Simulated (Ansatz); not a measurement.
Q: Hf (hcp (Mg type), P6_3/mmc) is relaxed with PBE in the plane-wave PAW code Ansatz. What lattice parameters of the conventional cell result?

A: a = 3.205 Å, c = 5.067 Å.

The PBE relaxation kept the symmetry of its start. No spin polarisation was allowed. Axis ratios of metals converge slowly with the k-mesh, so a and c are less sure than the volume. Scalar-relativistic: spin–orbit coupling is off unless named, which matters more the heavier the elements.

Potentials: the later of the program's two PAW sets.
